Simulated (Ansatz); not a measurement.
Ru (P6_3/mmc), an elastic constant from a strain scan

All numbers below come from DFT r2SCAN, scalar-relativistic, plane waves, PAW in Ansatz 0.2.0. Settings: plane waves to 500 eV, k-mesh 24×24×14 (Γ-centred), Gaussian smearing 0.15 eV. No spin polarisation. Energies are free energies at this smearing, counted from the undisturbed cell; pressure is positive in compression.

Zero of the scan (relaxed at this level; with this scan's settings it stands at 0.1 GPa):

```
CELL_PARAMETERS angstrom
2.70235 0.00000 0.00000
-1.35117 2.34030 0.00000
0.00000 0.00000 4.26597
ATOMIC_POSITIONS crystal
Ru 0.33333 0.66667 0.25000
Ru 0.66667 0.33333 0.75000
```

The cell is strained by ε times the Voigt pattern (0, 0, 1, 0, 0, 0) (xx, yy, zz, yz, xz, xy; engineering shear) with fractional coordinates fixed. The cell holds 2 atoms in V0 = 26.98 Å³. The stress column is τ = (1/V0) dE/dε, got from the stress tensor σ (compression positive) at each point as −det(1 + εP) σ : P(1 + εP)⁻¹, with P the pattern as a tensor.

```
      ε  ΔE (meV/atom)  τ (GPa)
-0.0600        118.177  -50.790
-0.0450         63.550  -35.960
-0.0300         26.769  -22.508
-0.0150          6.141  -10.381
 0.0000          0.000    0.443
 0.0150          6.747   10.050
 0.0300         24.932   18.580
 0.0450         53.268   26.133
 0.0525         70.863   29.556
 0.0600              ?        ?
```

**Question.** Which combination of elastic constants does this scan measure, and how large is it?

**Answer.** For small ε, τ = τ0 + Kε with K = pᵀCp, which for this pattern is C33 in the Cartesian frame shown. The parabola through τ at ε = -0.0150, 0 and 0.0150 has slope K = 681 GPa at zero. The energies per cell, E = NΔE, of the same two points give K = 2[E(ε₊)/ε₊ − E(ε₋)/ε₋]/[(ε₊ − ε₋)V0] = 680 GPa, in agreement.

**Question.** Predict the withheld row at ε = 0.0600 from the harmonic law, and compare.

**Answer.** ΔE = V0(τ0 ε + Kε²/2)/N = 105.446 meV/atom and τ = 41.30 GPa. The calculation gives 90.548 meV/atom and 32.75 GPa: the energy lies 14 % below the harmonic value, as bonds soften when stretched.

In a metal these slopes depend on the k mesh and the smearing.

Cost: 10 runs of about 3.8 core-minutes in all, on Arm Neoverse V2 (shared hosts).